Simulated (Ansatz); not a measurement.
**WP: pressure against volume**

WP, Pnma, a = 5.690 Å, b = 3.226 Å, c = 6.223 Å. The structure is a COD entry; whether it is the stable form wasn't checked. Ansatz: PBEsol, PAW, 420 eV, Γ-centred 6×12×6 mesh on 8 atoms, Gaussian smearing 0.10 eV; no spin polarisation. Shape and atoms are relaxed at each volume; pressure is positive in compression.

| V (Å³/atom) | P (GPa) |
| --- | --- |
| 12.565 | ? |
| 12.993 | 27.38 |
| 13.421 | 16.67 |
| 13.850 | 7.64 |
| 14.278 | -0.04 |
| 14.707 | -6.52 |
| 15.135 | -12.00 |
| 15.706 | -17.82 |

Task: Take V0 = 14.278 Å³/atom, count pressures from its P0 = -0.04 GPa, fit the third-order Birch–Murnaghan form to the other rows, and predict the missing pressure.

Result: With the Eulerian strain f = ½[(V0/V)^(2/3) − 1] and y = (P − P0)/[3f(1 + 2f)^(5/2)], the form is the line y = B0 + 1.5 B0 (B0′ − 4) f. Rows (f, y): 0.03245, 240.7; 0.02106, 238.6; 0.01025, 237.4; -0.00977, 232.3; -0.01906, 230.5; -0.03079, 225.6. Means f = 0.0006900, y = 234.18; Σ(Δf)² = 0.003005, ΣΔfΔy = 0.6903; the slope is their ratio. y = 234.0 + 229.7 f GPa, so B0 = 234.0 GPa and B0′ = 4 + 2 × (229.7)/(3 × 234.0) = 4.65. At V = 12.565, f = 0.04447, y = 244.21 and P = 40.28 GPa. The run gave 40.05 GPa, so the fit is 0.23 GPa too high, a small miss on the scale of the series.

Spin–orbit coupling is left out, which can shift energies with elements as heavy as these.